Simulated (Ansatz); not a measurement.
Here is the system:

MoPt$_{2}$:
```xyz
3
Lattice="-1.3642 1.9554 4.1080 1.3642 -1.9554 4.1080 1.3642 1.9554 -4.1080" Properties=species:S:1:pos:R:3 pbc="T T T"
Mo     0.0000     0.0000     0.0000
Pt     0.0000     0.0000     5.4505
Pt     0.0000     0.0000     2.7655
```

This is the LDA-relaxed structure.

### Question
All from DFT-LDA in the program Ansatz with PAW potentials, unless another level is named. Give the bulk modulus (Birch–Murnaghan fit).

### Answer
321 GPa.

### Question
Predict the highest zone-centre frequency.

### Answer
190 cm⁻¹.

Space group Immm. The workflow started from a Materials Project entry (that database holds measured and hypothetical structures alike); the Crystallography Open Database files this formula in space group No. 71, but the cells were not matched. Its standing as an ambient phase is unchecked. The cell was relaxed with LDA under the symmetry of its start; of distortions, only those at the zone centre were tested. The run is not spin-polarised. As this level gives no gap, phonon frequencies hold no LO–TO term and depend on the k-mesh and smearing (Fermi–Dirac, 0.1 eV here). Spin–orbit coupling is left out wherever it is not named.

Potentials: the later of the program's two PAW sets.
